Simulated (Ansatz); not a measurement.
The cell below belongs to a search over invented structures; it isn't taken from experiment.

Input and command of a plane-wave DFT calculation in Ansatz:

```yaml
crystal:
  lattice:
    - [4.14427718, 0.0, 0.0]
    - [-2.07213859, 3.58904932, 0.0]
    - [0.0, 0.0, 7.13492675]
  atoms:
    - { symbol: In, position: [0.0, 0.0, 0.74929265] }
    - { symbol: In, position: [0.0, 0.0, 0.25070735] }
    - { symbol: Ga, position: [0.33333333, 0.66666667, 0.5] }
    - { symbol: Ga, position: [0.66666667, 0.33333333, 0.5] }
    - { symbol: O, position: [0.0, 0.0, 0.92860007] }
    - { symbol: O, position: [0.0, 0.0, 0.07139993] }
basis:
  ecutwfc: 420
kpoints:
  mp_grid: { grid: [3, 3, 2] }
hamiltonian:
  xc: pbe
scf:
  occupations: { method: gaussian, width: 0.15 }
  lower_state_search: "off"
output:
  forces: true
  stress: true
  eigenvalues: true
relax:
  adjacent_minimum: "off"
  f_tol: 0.08
  max_steps: 16
  cell: { stress_tol: 0.8 }
```

```bash
ansatz run input.yaml --threads 1 --pin off --max-ram 2560MiB --backend cpu --events-out ev --progress --plain --runs-dir out
```

Processor: Intel(R) Xeon(R) Processor @ 2.50GHz (Skylake/Cascade Lake), 1 thread, on a host shared with other jobs.

Problem. How long does it run, and how much memory does it take?

Solution. About 100 s, peak memory 0.45 GiB. It solves 39 bands at 6 k points (after reduction by symmetry) with about 3323 plane waves (on the last cell), in 102 SCF iterations over 12 ionic steps.
